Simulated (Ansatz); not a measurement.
# Ti: stationary points along a deformation path

Method: DFT LDA, scalar-relativistic, plane waves, PAW (Ansatz). Cutoff 420 eV, Γ-centred 22×22×22 k-points, Gaussian smearing of 0.15 eV. No spin polarisation. Energies are free energies at this smearing, counted from the undisturbed cell; pressure is positive in compression.

Reference structure (as given, not relaxed at this level; it stands at -4.9 GPa; this fcc form isn't the usual structure):

```
Ti
1.0
     0.00000    2.03000    2.03000
     2.03000    0.00000    2.03000
     2.03000    2.03000    0.00000
Ti
1
Direct
  0.00000 0.00000 0.00000
```

At fixed volume and fractional coordinates, lengths along (0.000, 0.000, 1.000) are scaled against those across it; ρ is that ratio over its starting value. V = 16.731 Å³/atom. Δσ is the stress along the axis less the mean stress across it (compression positive).

```csv
ρ,ΔE (meV/atom),Δσ (GPa),space group
0.650,34.2,-2.51,I4/mmm
0.707,41.1,0.00,Im-3m
0.780,36.1,1.45,I4/mmm
0.850,23.1,2.83,I4/mmm
0.920,7.5,2.42,I4/mmm
1.000,0.0,0.00,Fm-3m
1.100,9.2,-2.48,I4/mmm
1.200,30.1,-4.57,I4/mmm
1.300,63.0,-7.52,I4/mmm
1.414,119.7,-12.58,I4/mmm
```

How does the stress give the slope of the energy, and where is the energy stationary?

Along the path d ln(length) is 2/3 d ln ρ on the axis and −1/3 d ln ρ across it, so dE/d ln ρ = −(2/3) V Δσ: the energy falls with ρ where Δσ is positive. Δσ vanishes or changes sign at ρ = 0.707 (Im-3m), a maximum at 41.1 meV/atom; at ρ = 1.000 (Fm-3m), a minimum at 0.0 meV/atom. Pairs of stationary points between two samples would go unseen, and could change a minimum read from distant neighbours into a maximum. At ρ = 0.707, 1.000 the cell is cubic, where symmetry alone makes the stress isotropic and the slope zero.

Which shear constant sets the curvature at ρ = 1?

For a cubic crystal E/V = (2/3) C (ln ρ)² with C = C′ = (C11 − C12)/2, so Δσ = −2C ln ρ. The parabola of Δσ against ln ρ through ρ = 0.920, 1 and 1.100 gives C ≈ 13.8 GPa with the ions clamped, rough because the steps are large. It is the stress–strain coefficient at this cell's pressure of -4.9 GPa, not the zero-pressure constant.

Integrate that slope from ρ = 1 to 0.780 by the trapezoid rule.

With V/N in Å³ and 1 eV/Å³ = 160.2 GPa the slopes at ρ = 1.000, 0.920, 0.850, 0.780 are 0, -168, -197, -101 meV/atom per unit of ln ρ. The steps add 7.0 + 14.5 + 12.8 = 34.3 meV/atom, against 36.1 from the energies; the trapezoid rule misses the curvature of the slope within each step.

In a metal these slopes depend on the k mesh and the smearing.